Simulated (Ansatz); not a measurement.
An Ansatz (an electronic-structure program) input:

Ansatz 0.2 input:
```yaml
crystal:
  lattice:
    - [0.0, 3.2780319273, 3.2780319273]
    - [3.2780319273, 0.0, 3.2780319273]
    - [3.2780319273, 3.2780319273, 0.0]
  atoms:
    - { symbol: Sb, position: [0.75, 0.75, 0.75] }
    - { symbol: In, position: [0.0, 0.0, 0.0] }
kpoints:
  mp_grid: { grid: [6, 6, 6] }
hamiltonian:
  xc: hse06
  pseudopotentials: { kind: paw }
scf:
  n_extra_bands: 6
  occupations: { method: gaussian, width: 0.02 }
output:
  eigenvalues: true
  eigenstates:
    e_range: [-9.0, 8.0]
    kpoints:
      - [0.0, 0.0, 0.0]  # GAMMA
      - [0.5, 0.0, 0.5]  # X
      - [0.5, 0.5, 0.5]  # L
      - [0.5, 0.25, 0.75]  # W
      - [0.375, 0.375, 0.75]  # K
      - [0.625, 0.25, 0.625]  # U
```

Question: How many symmetry operations and irreducible k-points will the run report?

Answer: 24 operations, 16 of 216 k-points.

Question: With a cutoff of 420 eV, how many plane waves at Γ?

Answer: 1411.

It took very roughly 3 core-minutes on shared server cores.

Space group F-43m (zinc blende). The r²SCAN relaxation kept the symmetry of its start. Scalar-relativistic: spin–orbit coupling is off unless named, which matters more the heavier the elements.

Potentials: the later of the program's two PAW sets.

Ansatz is a plane-wave DFT program.
